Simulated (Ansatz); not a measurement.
Relaxed candidate structures of TiTe$_{2}$:

A. P6₂22 (No. 180), hP9, AFLOW prototype AB2_hP9_180_d_j (C40, as in CrSi2); a = b = 5.2653 Å, c = 8.4031 Å, α = β = 90.00°, γ = 120.00°; Ti 3c (0.500, 0.000, 0.000); Te 6i (0.172, 0.344, 0.000)

B. P4₂/mnm (No. 136), tP6, rutile type; a = b = 6.6871 Å, c = 3.6409 Å, α = β = γ = 90.00°; Ti 2a (0.000, 0.000, 0.000); Te 4g (0.207, 0.207, 0.500)

C. P-3m1 (No. 164), hP3, CdI2 type; a = 3.697 Å, b = 3.697 Å, c = 6.447 Å, α = 90.00°, β = 90.00°, γ = 120.00°; Ti 1a (0.000, 0.000, 0.000); Te 2d (0.333, 0.667, 0.267)

Task: Rank these by energy per atom (lowest first), as PBEsol (plane waves to 420 eV, PAW, scalar-relativistic; Ansatz, a program for electronic structure) gives it.

Result: C (reference, the lowest among the structures calculated here), B (+0.13 eV/atom), A (+0.54 eV/atom)

3 runs with a doubtful electronic state, a coarser numerical grid, an end not at rest or a source that can't be used are left out. 5 generated cells of layers, chains or molecules, poorly bound without dispersion, are left out. Each run could gain symmetry but not lose that of its start, so entries can be saddle points. From databases, or of a type measured for this composition: P-3m1, hP3, CdI2 type; the others are generated cells (placed on structure types, drawn at random, substituted or restacked) that were not matched to a known phase here. Energies are at zero temperature and pressure, without zero-point motion. The runs use different k-meshes, so differences are rounded accordingly. No spin polarisation in the result. Without a van der Waals term the distances between weakly bound units are poorly fixed.
